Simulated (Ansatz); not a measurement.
Data:

MoRu:
```cif
data_MoRu
_chemical_formula_sum 'Mo1 Ru1'
_space_group_name_H-M_alt 'P 1'
_space_group_IT_number 1
_cell_length_a 2.72328
_cell_length_b 2.72328
_cell_length_c 4.37407
_cell_angle_alpha 90.000
_cell_angle_beta 90.000
_cell_angle_gamma 120.000
loop_
_space_group_symop_operation_xyz
  'x, y, z'
loop_
_atom_site_label
_atom_site_type_symbol
_atom_site_fract_x
_atom_site_fract_y
_atom_site_fract_z
_atom_site_occupancy
Mo1 Mo 0.66667 0.33333 0.00000 1
Ru1 Ru 0.33333 0.66667 0.50000 1
```

This is the LDA-relaxed structure.

Question: All from DFT-LDA in the program Ansatz with PAW potentials, unless another level is named. Give the formation energy from the elements (no fitted shifts).

Answer: 0.063 eV/atom.

Question: Give the density of states at the Fermi level.

Answer: 0.84 states/eV per atom (mean over ±0.08 eV).

Space group P-6m2. The first step of the workflow began from a Materials Project structure, measured or hypothetical; the Crystallography Open Database copy checked does not list it. With Mo and Ru taken as one species the cell has the higher symmetry P6_3/mmc, so it may be an ordered model of a mixed-site phase. Its standing as an ambient phase is unchecked. Symmetry was held in the LDA relaxation; of distortions, only those at the zone centre were tested. The run is not spin-polarised. The references are the lowest solids computed at this level, not always the standard phases. Spin–orbit coupling is left out wherever it is not named.

Potentials: the later of the program's two PAW sets.
